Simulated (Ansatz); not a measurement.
An Ansatz (a first-principles code) input:

Ansatz 0.2 input:
```yaml
crystal:
  lattice:
    - [4.1635853175, 0.0, 0.0]
    - [-2.0817926588, 3.6057706558, 0.0]
    - [0.0, 0.0, 6.767105791]
  atoms:
    - { symbol: Cd, position: [0.6666666667, 0.3333333333, 0.0009926261] }
    - { symbol: Cd, position: [0.3333333333, 0.6666666667, 0.5009926261] }
    - { symbol: S, position: [0.6666666667, 0.3333333333, 0.6242073739] }
    - { symbol: S, position: [0.3333333333, 0.6666666667, 0.1242073739] }
kpoints:
  mp_grid: { grid: [6, 6, 3] }
hamiltonian:
  xc: hse06
  pseudopotentials: { kind: paw }
scf:
  n_extra_bands: 6
  occupations: { method: fixed }
output:
  eigenvalues: true
  eigenstates:
    e_range: [-9.0, 10.4]
    kpoints:
      - [0.0, 0.0, 0.0]  # VBM
      - [0.0, 0.0, 0.0]  # CBM
```

Problem. How many symmetry operations and irreducible k-points will the run report?

Solution. 12 operations, 14 of 108 k-points.

Problem. With a cutoff of 420 eV, how many plane waves at Γ?

Solution. 1985.

It took around 2.1 core-minutes (rough) on shared server cores.

The points marked VBM and CBM come from a semilocal run.

Space group P6_3mc (wurtzite). The cell was relaxed with r²SCAN under the symmetry of its start.

Potentials: the later of the program's two PAW sets.

Ansatz is a plane-wave DFT program.
